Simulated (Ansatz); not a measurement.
# WC: the relaxed cell by functional

The starting cell is an entry of the Crystallography Open Database (1961):

```
W C
1.0
     2.90650    0.00000    0.00000
    -1.45325    2.51710    0.00000
     0.00000    0.00000    2.83660
W C
1 1
Direct
  0.00000 0.00000 0.00000
  0.66667 0.33333 0.50000
```

Atoms and cell were relaxed at zero pressure with plane-wave PAW DFT (Ansatz 0.2.0; one set of PAW datasets, made under PBE, for all functionals; 420 eV, r2SCAN 500 eV; 12×12×11 Γ-centred mesh, fermi-dirac occupations of width 0.100 eV; no spin polarisation, no spin-orbit coupling, no dispersion correction), keeping the symmetry (P-6m2, No. 187).

What cells and energies do LDA, PBEsol, PBE, r2SCAN give?

The relaxed conventional cells:

```
functional  a (Å)  c (Å)  volume (Å³/atom)  formation energy (eV/atom)
       LDA  2.885  2.813             10.13                      -0.252
    PBEsol  2.899  2.828             10.29                      -0.235
       PBE  2.922  2.847             10.53                      -0.146
    r2SCAN  2.913  2.836             10.42                      -0.177
 the entry  2.907  2.837             10.38                           –
```

LDA gives the smallest volume and PBE the largest, 3.9 % more, the usual order, since LDA overbinds and PBE's gradient terms loosen the lattice. Against the entry's volume: LDA -2.3 %, PBEsol -0.8 %, PBE +1.5 %, r2SCAN +0.4 %. No verdict is drawn from this: the entry is old or was flagged in a check, so the entry may be off as well as the functionals. The formation energies span 0.11 eV an atom, lowest under LDA.

Caveats: each relaxation keeps the start's symmetry, so a distorted cell may lie lower; computed cells are at 0 K with fixed nuclei, while the entry holds thermal expansion, often some tenths of a per cent in volume and more in soft crystals; no spin-orbit coupling, which moves formation energies of heavy elements; formation energies are at zero smearing against the elements' usual phases under the same functional, gases as free molecules, uncorrected.
